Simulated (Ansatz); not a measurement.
## Cu: strain energy, fitted

Cu, P6_3/mmc, a = 2.521 Å, c = 4.117 Å. This isn't the element's structure at ambient conditions. Ansatz: PBEsol, PAW, 420 eV, Γ-centred 24×24×12 mesh on 2 atoms, Gaussian smearing 0.10 eV; no spin polarisation. Series: equal strain along all axes, cell held, atoms fixed by symmetry; x is the strain in per cent. y is the free energy over the unstrained cell, V0 = 11.325 Å³/atom.

```tsv
x (%)	y (meV/atom)
-6.0	244.62
-4.0	99.85
-2.0	22.96
0.0	0.00
2.0	19.69
4.0	?
6.0	151.70
```

**Question.** Fit y = c2 x² + c3 x³ to the other rows, turn c2 into a modulus, and predict the missing energy.

**Answer.** Least squares on the rows shown. y = 5.4919 x² − 0.21391 x³. In eV per unit strain² c2 is 54.92; the stiffness is B for this strain (E = 9/2 B V0 ε², shape held): 2 × 54.92 × 160.2 / (9 × 11.325) = 173 GPa. At x = 4.0 the fit asked for gives 74.18 meV/atom. The run gave 72.79 meV/atom, so the fit is 1.39 meV/atom too high, within twice the rms miss on the fitted rows (0.93 meV/atom).